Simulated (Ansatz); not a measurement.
A relaxed cell of Ga5As2P3 is given with its symmetry left out. The cell was found from a structure generator's guess, not taken from experiment.

Theory: DFT PBE, scalar-relativistic, plane waves, PAW in Ansatz. Cutoff 420 eV, Γ-centred mesh, Gaussian smearing, no spin polarisation.

```
CELL_PARAMETERS angstrom
-1.97875 1.97875 14.01625
1.97875 -1.97875 14.01625
1.97875 1.97875 -14.01625
ATOMIC_POSITIONS crystal
Ga 0.90299 0.90299 0.00000
Ga 0.50000 0.50000 0.00000
Ga 0.09701 0.09701 0.00000
Ga 0.70144 0.70144 0.00000
Ga 0.29856 0.29856 0.00000
P 0.54852 0.04852 0.50000
P 0.75000 0.25000 0.50000
P 0.95148 0.45148 0.50000
As 0.14922 0.64922 0.50000
As 0.35078 0.85078 0.50000
```

Formation energies are uncorrected and refer to the elements' standard structures at the same level. The references include black phosphorus.

Task: What space group does it have?

Result: I-4m2 (No. 119), with P and As ordered on zinc blende sites. Conventional cell: a = 3.958 Å, c = 28.033 Å. Ga on a site of symmetry 2mm has 2 P at 2.40 Å and 2 As at 2.46 Å; Ga on a site of symmetry -4m2 is surrounded by 4 P at 2.40 Å; around P on a site of symmetry 2mm lie 4 Ga at 2.40 Å; As has 4 Ga at 2.46 Å; 2 more sites not described.

Task: What is its formation energy per atom?

Result: −0.392 eV/atom. A negative formation energy is needed for stability but isn't enough: competing phases decide.

Task: Is it a metal?

Result: No, the gap on the 10×10×10 mesh is 0.94 eV.

The last run used a 10×10×10 mesh for its 10-atom cell and Gaussian smearing of 0.02 eV. Kohn–Sham gaps at this level usually fall short of measured ones. The reference forms of As and P are held partly by dispersion forces, which this level lacks. A later test with randomly moved atoms came back to the same energy, though modes that don't fit the test's cell weren't probed.
